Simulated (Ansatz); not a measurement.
Rigid (111) slab of TiN, space group Fm-3m (No. 225):

```yaml
crystal:
  lattice:
    - [2.97263, 0.00000, 0.00000]
    - [-1.48632, 2.57437, 0.00000]
    - [0.00000, 0.00000, 25.49500]
  atoms:
    - { symbol: N, position: [0.33333, 0.66667, 0.33340] }
    - { symbol: Ti, position: [0.66667, 0.33333, 0.38100] }
    - { symbol: N, position: [0.00000, 0.00000, 0.42860] }
    - { symbol: Ti, position: [0.33333, 0.66667, 0.47620] }
    - { symbol: N, position: [0.66667, 0.33333, 0.52349] }
    - { symbol: Ti, position: [0.00000, 0.00000, 0.57179] }
    - { symbol: N, position: [0.33333, 0.66667, 0.62049] }
    - { symbol: Ti, position: [0.66667, 0.33333, 0.66202] }
```

The calculation used DFT PBEsol, scalar-relativistic, plane waves, PAW (Ansatz 0.2.0). Plane waves to 420 eV, a k mesh through Γ of 12×12×1 on the computed 9-atom cell and Gaussian smearing (0.10 eV); no spin polarisation. The cell repeats along c with a dipole correction in the vacuum.

An adatom of F is held over the places (i/4, j/4) of the 1×1 surface cell, counted from the highest atom (Ti), and only its height relaxes; one adatom per 7.7 Å². This grid misses the threefold hollows of the hexagonal cell, which often bind best.

Heights over the highest slab atom in Å:

```csv
i,j=0,j=1,j=2,j=3
0,1.76,1.64,1.39,1.64
1,1.64,1.64,1.40,1.40
2,1.39,1.41,1.39,1.40
3,1.64,1.41,1.41,1.64
```

Task: Among these places, where is the adatom most and least stable, and how far apart in energy?

Result: Lowest at (i, j) = (1, 2), (1, 3), (2, 3); highest at (0, 0), 0.61 eV above. All energies in eV:

```
i j=0   j=1   j=2   j=3
0  0.61  0.49  0.01  0.49
1  0.49  0.49  0.00  0.00
2  0.01  0.07  0.01  0.00
3  0.49  0.07  0.07  0.49
```

Spin polarisation was left out, and a magnetic state may lie lower.